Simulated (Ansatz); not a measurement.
**What strain does to KBaI3 (cubic perovskite)**

KBaI3 built on the cubic perovskite prototype, relaxed with r2SCAN in Ansatz. The symmetry is Pm-3m (No. 221, cubic); a = 6.719 Å in the conventional setting, 60.67 Å³ an atom. Ba has 6 I at 3.36 Å; I has 2 Ba at 3.36 Å.

The axes x, y and z are those of this cell:
```yaml
crystal:
  lattice:
    - [6.71919, 0.00000, 0.00000]
    - [0.00000, 6.71919, 0.00000]
    - [0.00000, 0.00000, 6.71919]
  atoms:
    - { symbol: K, position: [0.00000, 0.00000, 0.00000] }
    - { symbol: Ba, position: [0.50000, 0.50000, 0.50000] }
    - { symbol: I, position: [0.50000, 0.50000, 0.00000] }
    - { symbol: I, position: [0.50000, 0.00000, 0.50000] }
    - { symbol: I, position: [0.00000, 0.50000, 0.50000] }
```

Unstrained: The PBE gap is indirect, 3.096 eV (R to Γ), below the direct gap of 3.295 eV at Γ. With r2SCAN the valence top lies at R and the conduction bottom at Γ, 3.761 eV higher; the smallest vertical gap, at Γ, is 3.961 eV. HSE06 gives an indirect gap of 4.020 eV, from R to Γ; the least direct gap is 4.241 eV at Γ. Meshes: PBE 4×4×4, r2SCAN 4×4×4, HSE06 2×2×2. Strains are changes of length per length. After each strain the atoms were relaxed again with r2SCAN within the symmetry that the strain leaves, so tilts or polar shifts that break it weren't tested; points keep the names that they have in the unstrained zone. Note: simulated data, non-magnetic, for a generated structure that need not be the stable one.

Changes of the least gap in eV (an overlap counts as a negative gap):
```csv
strain,volume change (%),space group,PBE,r2SCAN,HSE06,"energy rise, r2SCAN (meV/atom)"
uniaxial -0.5 % along z,-0.5,P4/mmm,+0.002,0.000,+0.001,0.2
isotropic -2.0 % on every length,-5.9,Pm-3m,+0.036,+0.021,+0.034,9.0
uniaxial +2.0 % along x,+2.0,P4/mmm,-0.026,-0.021,-0.026,2.1
```

Uniaxial -0.5 % along z, other directions held. HSE06: the gap goes from 4.020 to 4.021 eV (+0.001 eV). Stress change with r2SCAN, compression positive: xx +0.01, yy +0.01, zz +0.16 GPa.

Isotropic -2.0 % on every length. HSE06: the gap goes from 4.020 to 4.054 eV (+0.034 eV). Stress change with r2SCAN, compression positive: xx +0.85, yy +0.85, zz +0.85 GPa. For HSE06, dE_g/d ln V = -0.6 eV over this step.

Uniaxial +2.0 % along x, other directions held. HSE06: the gap goes from 4.020 to 3.994 eV (-0.026 eV). Stress change with r2SCAN, compression positive: xx -0.55, yy -0.05, zz -0.05 GPa.

Spin-orbit coupling is left out, which matters wherever the heavy atoms make up the band edges.

The meshes of the hybrids are coarse, so their gaps aren't converged to the digits shown.
